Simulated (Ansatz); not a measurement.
Br, first-principles data

Br:
```
Br
1.0
    4.35867    -2.13484     0.00000
    4.35867     2.13484     0.00000
    0.00000     0.00000     8.70899
Br
4
Cartesian
  4.35867  -0.60563   3.32347
  4.35867  -1.52921   7.67797
  4.35867   1.52921   1.03102
  4.35867   0.60563   5.38552
```

Space group Cmce (No. 64), molecular I2 type; conventional cell a = 8.717 Å, b = 4.270 Å, c = 8.709 Å, α = β = γ = 90.00°.

Method: PBE in the plane-wave PAW code Ansatz. Geometry: relaxed at this level of theory. Other levels are named where they apply.

### Cell and energy

```
Item                 Result
---------------  ----------
Volume per atom    40.52 Å³
Density          3.27 g/cm³
```

### Electronic structure

```
Property                                                                                                      Result
-----------------------  -------------------------------------------------------------------------------------------
Band gap                                                                       1.36 eV (smallest direct gap 1.36 eV)
Valence-band maximum                                                                                            at Γ
Conduction-band minimum  on the Δ0–Γ line, 88 % of the way from Δ0 (k = -0.042, 0.031, 0.000) (4 equivalent valleys)
```

The PBE relaxation kept the symmetry of its start. The substance is a gas or liquid at ambient conditions; this is its low-temperature solid. The volume lies over 15 % above that of the usual cell of this phase: another minimum, or an error of the functional. A crystal of weakly bound units computed without a dispersion correction: the cell and the soft elastic constants depend strongly on that. Scalar-relativistic: spin–orbit coupling is off unless named, which matters more the heavier the elements.

Potentials: the earlier of the program's two PAW sets.
